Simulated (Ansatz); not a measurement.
BaF2 (fluorite)

```
CELL_PARAMETERS angstrom
      0.00000     3.09737     3.09737
      3.09737     0.00000     3.09737
      3.09737     3.09737     0.00000
ATOMIC_POSITIONS crystal
  Ba 0.00000 0.00000 0.00000
  F  0.25000 0.25000 0.25000
  F  0.75000 0.75000 0.75000
```

This relaxed cell (volume V₀) is scaled evenly in all directions, its shape held. Symmetry pins the atoms to their sites.

These are r2SCAN (plane waves to 500 eV, PAW, scalar-relativistic; Ansatz, an electronic-structure program) values and carry that method's errors. k mesh 9×9×9 (Γ-centred), Fermi-Dirac smearing 0.05 eV. Energies are smeared free energies. Stress and pressure are positive under compression. BaF2 was relaxed with its symmetry unable to fall. The zero of ΔE is the relaxed starting cell.

```csv
V (Å³/atom),ΔE (meV/atom)
18.622,15.3
18.859,9.6
19.097,5.3
19.335,2.3
19.572,0.6
19.810,0.0
20.048,0.5
20.286,withheld
20.523,4.6
20.761,8.0
20.999,12.2
```

**Question.** Fit a third-order Birch-Murnaghan form (E₀, V₀, B₀, B₀′ free) to the given rows and predict ΔE at V = 20.286.

**Answer.** Least squares on the 10 given rows: ΔE = E₀ + (9V₀B₀/16)·y²·[2 + (B₀′ − 4)y], y = (V₀/V)^(2/3) − 1, with V₀ = 19.812 Å³/atom, B₀ = 61.21 GPa (160.2 GPa = 1 eV/Å³; the term in eV is multiplied by 1000), B₀′ = 4.47, E₀ = 0.01 meV/atom; root-mean-square residual 0.02 meV/atom. At 20.286 the fit gives 2.1 meV/atom; the calculation gives 2.1 meV/atom, the same to the digits shown. For the pressure the fit gives -1.37 GPa against the computed -1.37 GPa.

(Under strain, the slope of the energy per volume gives the stress and its curvature an elastic modulus.)
